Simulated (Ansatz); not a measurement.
ZrPt:
Space group Cmcm (No. 63); a = 3.382 Å, b = 10.230 Å, c = 4.236 Å, α = β = γ = 90.00°

```
atom  site  symmetry       x       y       z
----  ----  --------  ------  ------  ------
Zr      4c       m2m  0.0000  0.1415  0.7500
Pt      4c       m2m  0.0000  0.5916  0.2500
```
(The calculation used a cell of 4 atoms; values per cell refer to that cell.)

Relaxed at zero pressure with LDA in the plane-wave PAW code Ansatz.

Problem. The volume is raised by 6 % and shape and atoms relax at that volume. What pressure results, and how do the axes share the change?

Solution. -9.7 GPa; a 3.0 %, b 1.9 %, c 1.0 %; the energy rises by 35 meV/atom.

Problem. Give the new structure.

Solution. 
Space group Cmcm (No. 63); a = 3.4851 Å, b = 10.4215 Å, c = 4.2775 Å, α = β = γ = 90.00°

```csv
atom,site,symmetry,x,y,z
Zr,4c,m2m,0.0000,0.1407,0.7500
Pt,4c,m2m,0.0000,0.5919,0.2500
```

The phase is kept; no other phase was compared at this pressure.

The first step of the workflow began from a Materials Project structure, measured or hypothetical; the Crystallography Open Database copy checked does not list it. COD files the formula under space group No. 221, so this cell is another polymorph or a model. Its standing as an ambient phase is unchecked. The LDA relaxation kept the symmetry of its start; of distortions, only those at the zone centre were tested. No spin polarisation was allowed. Axis ratios of metals converge slowly with the k-mesh, so a and c are less sure than the volume. Spin–orbit coupling is left out wherever it is not named.

Potentials: the later of the program's two PAW sets.
